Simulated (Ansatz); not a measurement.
# Rb₂TlSbCl₆: computed property card

Rb2TlSbCl6:
```xyz
10
Lattice="0.0000 5.6286 5.6286 5.6286 0.0000 5.6286 5.6286 5.6286 0.0000" Properties=species:S:1:pos:R:3 pbc="T T T"
Rb     8.4428     8.4428     8.4428
Rb     2.8143     2.8143     2.8143
Tl     5.6286     5.6286     5.6286
Sb     0.0000     0.0000     0.0000
Cl     2.6405     5.6286     5.6286
Cl     8.6166     5.6286     5.6286
Cl     5.6286     2.6405     5.6286
Cl     5.6286     8.6166     5.6286
Cl     5.6286     5.6286     2.6405
Cl     5.6286     5.6286     8.6166
```

Space group Fm-3m (No. 225); conventional cell a = b = c = 11.257 Å, α = β = γ = 90.00°.

Method: the program Ansatz at the r²SCAN level (PAW). The cell and atoms are relaxed at this level. Other levels are named where they apply.

Cell and energy:

- Volume per atom: 35.66 Å³
- Density: 3.30 g/cm³
- Formation energy from the elements (no fitted shifts): -1.46 eV/atom

Electronic structure:

Band gap: 1.68 eV (direct)
Valence-band maximum: at Γ
Conduction-band minimum: at Γ
Electron effective mass, band 1 of 3 at the edge: 1.1 along [100], 1.1 along [110], 0.37 along [111] (mₑ)
Electron effective mass, band 2 of 3 at the edge: 1.1 along [100], 0.28 along [110], 0.37 along [111] (mₑ)
Electron effective mass, band 3 of 3 at the edge: 0.11 along [100], 0.15 along [110], 0.18 along [111] (mₑ)
Electron effective mass with spin–orbit coupling: 0.20 mₑ (isotropic)
Hole effective mass: 0.16 mₑ (isotropic)
Hole effective mass with spin–orbit coupling: 0.15 mₑ (isotropic)
HSE06 gap on the r²SCAN cell: 1.98 eV
Gap with spin–orbit coupling: 1.04 eV

Mechanics:

- Bulk modulus (Birch–Murnaghan fit) = 18.7 GPa
- Pressure derivative B′ = 5.5

Charges:

- Bader charges: Rb +0.93, Tl +0.74, Sb +1.68, Cl -0.71 e

The workflow started from a Materials Project entry (that database holds measured and hypothetical structures alike); the Crystallography Open Database copy checked does not list it. Its standing as an ambient phase is unchecked. The cell was relaxed with r²SCAN under the symmetry of its start; whether a distortion lowers the energy is not shown. The references are the lowest solids computed at this level, not always the standard phases (solids in place of the gases). Scalar-relativistic: spin–orbit coupling is off unless named, which matters more the heavier the elements.

Potentials: the later of the program's two PAW sets.
